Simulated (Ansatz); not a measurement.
The cell below belongs to a search over invented structures; it isn't taken from experiment.

Input and command of a plane-wave DFT calculation in Ansatz:

```yaml
crystal:
  lattice:
    - [-1.69807626, 2.78590636, 3.21042543]
    - [1.69807626, -2.78590636, 3.21042543]
    - [1.69807626, 2.78590636, -3.21042543]
  atoms:
    - { symbol: Hf, position: [0.0, 0.0, 0.0] }
    - { symbol: C, position: [0.521, 0.346, 0.175] }
    - { symbol: C, position: [0.171, 0.346, 0.825] }
    - { symbol: C, position: [0.479, 0.654, 0.825] }
    - { symbol: C, position: [0.829, 0.654, 0.175] }
basis:
  ecutwfc: 420
kpoints:
  mp_grid: { grid: [6, 6, 6] }
hamiltonian:
  xc: pbe
scf:
  occupations: { method: gaussian, width: 0.2 }
  lower_state_search: "off"
output:
  forces: true
  stress: true
  eigenvalues: true
relax:
  adjacent_minimum: "off"
  f_tol: 0.08
  max_steps: 16
  cell: { stress_tol: 0.8 }
```

```bash
ansatz run input.yaml --threads 1 --pin off --max-ram 2560MiB --backend cpu --events-out ev --progress --plain --runs-dir out
```

Processor: Intel(R) Xeon(R) Platinum 8488C (Sapphire Rapids), 1 thread, on a host shared with other jobs.

**Question.** Estimate time, memory and problem size.

**Answer.** About 78 s, peak memory 0.46 GiB. It solves 26 bands at 46 k points (after reduction by symmetry) with about 985 plane waves (on the last cell), in 113 SCF iterations over 16 ionic steps.
